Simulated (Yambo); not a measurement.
Quantum ESPRESSO input (LDA, PseudoDojo standard norm-conserving files, scalar-relativistic) whose wavefunctions are converted with p2y:

```
&CONTROL
  calculation = 'nscf'
  pseudo_dir = './pseudo'
  outdir = './out'
/
&SYSTEM
  ibrav = 0
  nat = 7
  ntyp = 2
  ecutwfc = 84.0
  ecutrho = 336.0
  occupations = 'fixed'
  force_symmorphic = .true.
  nbnd = 189
/
&ELECTRONS
  conv_thr = 7.000000000000001e-09
  diago_full_acc = .true.
  diago_thr_init = 1e-08
/
ATOMIC_SPECIES
F 18.9984 F.upf
Mo 95.9500 Mo.upf
CELL_PARAMETERS angstrom
 -3.167345000000   3.167345000000   3.167345000000
  3.167345000000  -3.167345000000   3.167345000000
  3.167345000000   3.167345000000  -3.167345000000
ATOMIC_POSITIONS crystal
F   0.710670000000   0.710670000000   0.000000000000
F   0.289330000000   0.289330000000   0.000000000000
F   0.000000000000   0.710670000000   0.710670000000
F  -0.000000000000   0.289330000000   0.289330000000
F   0.710670000000   0.000000000000   0.710670000000
F   0.289330000000   0.000000000000   0.289330000000
Mo   0.000000000000   0.000000000000   0.000000000000
K_POINTS automatic
1 1 1 0 0 0
```

Yambo's initialisation report on symmetry, reciprocal space, the k grid and the gaps on this mesh:

```
  [02.02] Symmetries
  ==================

  Inversion symmetry    : yes
  Spatial inversion     : yes
  Inversion index       :  25
  K-space Time-reversal : no
  Magnetic symmetries   : no
  Group table correct   : yes
  Symmetries units      :  [cc]

  [02.03] Reciprocal space
  ========================

  nG shells         :   561
  nG charge         :   89103
  nG WFs            :  11057
  nC WFs            :  11057
  G-vecs. in first 56 shells:  [ Number ]
     1   13   19   43   55   79   87  135  141
    177   201   225   249   321   369   381   429   459
    531   555   603   627   675   683   767   791   887
    935   959  1055  1061  1157  1205  1253  1289  1409
   1433  1481  1505  1553  1601  1721  1745  1865  1961
   1985  2093  2123  2171  2243  2315  2347  2491  2587
   2659  2731
  ...
  Shell energy in first 56 shells:  [ mHa ]
    0.00000      275.493      550.987      826.480      1101.97      1377.47      1652.96      1928.45      2203.95
    2479.44      2754.93      3030.43      3305.92      3581.41      4132.40      4407.90      4683.39      4958.88
    5234.38      5509.87      5785.36      6060.86      6336.35      6611.84      6887.34      7162.83      7438.32
    7713.82      7989.31      8540.30      8815.79      9091.28      9366.78      9642.27      9917.76      10193.3
    10468.8      10744.2      11019.7      11295.2      11570.7      11846.2      12121.7      12397.2      12948.2
    13223.7      13499.2      13774.7      14050.2      14325.7      14601.2      14876.6      15152.1      15703.1
    15978.6      16254.1
  ...

  [02.04] K-grid lattice
  ======================

  Compatible Grid is   : 0D
  K lattice UC volume  :  0.289199 [a.u.]

  IBZ K-points                                      :  1
  BZ  K-points                                      :  1

  K/Q-points units:
  rlu = crystal or reduced units; cc = cartesian coordinates; iku = interal k-units

  K [1]          [rlu]:  0.000000  0.000000  0.000000
         WF components:  11057

  [02.05] Energies & Occupations
  ==============================

  [X] === General ===
  [X] Electronic Temperature                        :  0.000000  0.000000 [eV K]
  [X] Bosonic    Temperature                        :  0.000000  0.000000 [eV K]
  [X] Finite Temperature mode                       : no
  [X] El. density                                   :  0.44060E+24 [cm-3]
  [X] Fermi Level                                   : -2.941924 [eV]

  [X] === Gaps and Widths ===
  [X] Conduction Band Min                           :  4.408622 [eV]
  [X] Valence Band Max                              :  0.000000 [eV]
  [X] Filled Bands                                  :  28
  [X] Empty Bands                                   :   29  189
  [X] Direct Gap                                    :  4.408622 [eV]
  [X] Direct Gap localized at k                     :  1
```
The gaps are LDA values on this mesh alone; only operations without fractional translations are kept.

Spin-orbit coupling is not included.

Geometry of the Materials Project entry, not relaxed at this level.
